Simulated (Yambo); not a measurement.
G0W0@LDA for AgCl (rock salt, space group Fm-3m, No. 225) in Yambo. Reference settings: 4×4×4 Γ-centred k mesh, bands 5 to 100 and a 10 Ry block in the screening, 100 bands in G with the Bruneval-Gonze terminator, plasmon pole fitted at 27.2 eV. The LDA gap L → Γ on this mesh is 0.63 eV; G0W0 gaps are taken between the same points.

Gap (L → Γ) in eV against the number of bands and the screening block, terminator on:

```csv
bands (W and G),2 Ry,4 Ry,6 Ry,8 Ry,10 Ry
24,2.711,2.681,2.681,2.700,2.702
38,2.389,2.393,2.410,2.441,2.445
55,2.286,2.287,2.309,2.355,2.362
76,2.250,2.241,2.266,2.318,2.327
100,2.234,2.224,2.246,2.302,2.313
```

Rough cost of the Yambo step against the reference (shared machines):

```csv
bands (W and G),2 Ry,4 Ry,6 Ry,8 Ry,10 Ry
24,1/5,1/6,1/5,1/5,1/4
38,1/4,1/4,1/5,1/4,1/3
55,1/3,1/3,1/3,1/3,1/2
76,1/2,1/3,1/2,~1,~1
100,~1,~1,1/3,~1,1
```

At the largest block the last step in bands moves the gap by -0.014 eV; at the most bands the last step in the block moves it by 0.011 eV.

Spin-orbit splittings are left out.

Geometry relaxed with LDA; primitive cell a = b = c = 3.787 Å, α = β = γ = 60.00°.
